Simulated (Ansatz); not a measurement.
The calculation used Ansatz 0.2.0, DFT PBE, scalar-relativistic, plane waves, PAW. Settings: cutoff 420 eV, Γ-centred meshes spaced at most about 0.3 Å⁻¹, and about 0.25 Å⁻¹ or finer for metals (2π included), Gaussian smearing. No spin polarisation in the final relaxations.

All energies are static (0 K, no zero-point motion).

Two forms of IrRh₅ were relaxed alike.

A.

Space group P-62m (No. 189). a = 4.722 Å, b = 4.722 Å, c = 4.401 Å, α = 90.00°, β = 90.00°, γ = 120.00°
```
atom  site  symmetry       x       y       z
  Ir    1a      -62m  0.0000  0.0000  0.0000
  Rh    2c      -6..  0.6667  0.3333  0.0000
  Rh    3g       m2m  0.3308  0.0000  0.5000
```

B.

Space group P4/mmm (No. 123). a = 2.714 Å, b = 2.714 Å, c = 11.506 Å, α = 90.00°, β = 90.00°, γ = 90.00°
```tsv
atom	site	symmetry	x	y	z
Ir	1a	4/mmm	0.0000	0.0000	0.0000
Rh	2g	4mm	0.0000	0.0000	0.6655
Rh	2h	4mm	0.5000	0.5000	0.8340
Rh	1d	4/mmm	0.5000	0.5000	0.5000
```

Question: Which form is favoured at zero pressure, and by what margin per atom?

Answer: B is lower, by 36 meV/atom. A has Ir and Rh ordered on hcp sites, space group P-62m (No. 189), 14.2 Å³/atom and no gap on its mesh; B has Ir and Rh ordered on fcc sites, space group P4/mmm (No. 123), 14.1 Å³/atom and no gap. In A, Ir has 12 Rh at 2.70–2.73 Å; Rh on a site of symmetry -6 is surrounded by 9 Rh at 2.71–2.73 Å and 3 Ir at 2.73 Å; around Rh on a site of symmetry m2m lie 2 Ir at 2.70 Å and 10 Rh at 2.71–2.74 Å. In B, Ir has 8 Rh at 2.71 Å and 4 Ir at 2.71 Å; Rh on a site of symmetry 4mm has 12 Rh at 2.70–2.73 Å; Rh on a second site of symmetry 4mm has 4 Ir at 2.71 Å and 8 Rh at 2.71–2.73 Å; 1 more site not described. Both come from invented guesses.

These runs have no spin–orbit coupling, which can matter for Ir. With atoms moved at random, P4/mmm came back. Other cells relaxed within their symmetry can be saddle points.
